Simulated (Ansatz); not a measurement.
## Al2Ga3P5: rattling a relaxed structure

The structure comes from a generated guess, relaxed at this level; another structure or a mixture of phases may lie lower.

These are results of Ansatz, DFT PBE, scalar-relativistic, plane waves, PAW, not measurements. Settings: cutoff 420 eV, Γ-centred mesh 10×10×10 on the computed 10-atom cell, Gaussian smearing of 0.02 eV; no spin polarisation.

The cell below (10 atoms, space group I-4m2 (No. 119)) is relaxed within its symmetry.

```
Al Ga P
1.0
    -1.94702    1.94702   13.76704
     1.94702   -1.94702   13.76704
     1.94702    1.94702  -13.76704
Al Ga P
2 3 5
Cartesian
  0.0000 0.0000 22.0272
  0.0000 0.0000 5.5069
  0.0000 0.0000 16.5201
  0.0000 0.0000 0.0000
  0.0000 0.0000 11.0140
  0.0000 1.9470 12.3909
  1.9470 0.0000 9.6312
  0.0000 1.9470 6.8835
  1.9470 0.0000 4.1358
  0.0000 1.9470 1.3761
```

For the test it was strained at random (σ = 1.5 % a component), the atoms were moved at random (σ = 0.05 Å), and all was relaxed again on a coarse 4×4×4 mesh (in the run’s order of axes) with 0.10 eV smearing, with no symmetry imposed.

Question: Is the structure stable against such a distortion?

Answer: It returns, within 1 meV/atom of the unmoved cell on that mesh and with the same symmetry when read at 0.1 Å. No instability shows in this cell; modes of other wave vectors, which need another repeat, aren't tested.
